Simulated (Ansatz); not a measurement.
# CdAg (Pm-3m), two-dimensional strain map

Level of theory: DFT LDA, scalar-relativistic, plane waves, PAW (Ansatz 0.2.0). The runs took a 420 eV cutoff, a Γ-centred 14×14×14 mesh and Gaussian smearing (0.15 eV). No spin polarisation. Energies are free energies at this smearing, counted from the undisturbed cell; pressure is positive in compression.

Reference structure (as given, not relaxed at this level; it stands at -5.8 GPa, and it needn't be the usual structure):

```
CELL_PARAMETERS angstrom
3.33000 0.00000 0.00000
0.00000 3.33000 0.00000
0.00000 0.00000 3.33000
ATOMIC_POSITIONS crystal
Cd 0.50000 0.50000 0.50000
Ag 0.00000 0.00000 0.00000
```

The cell is strained by p along both x and y and by q along z, fractional coordinates fixed. Points are written (p, q).

Energy above the undisturbed cell in meV/atom (a dash: not computed):

```csv
p \ q,-0.050,0.000,0.050
-0.050,37.7,-10.2,-21.6
0.000,-19.6,0.0,42.7
0.050,43.2,106.3,–
```

Pressure in GPa:

```csv
p \ q,-0.050,0.000,0.050
-0.050,13.6,5.3,-0.7
0.000,-1.0,-5.8,-9.1
0.050,-8.8,-11.4,–
```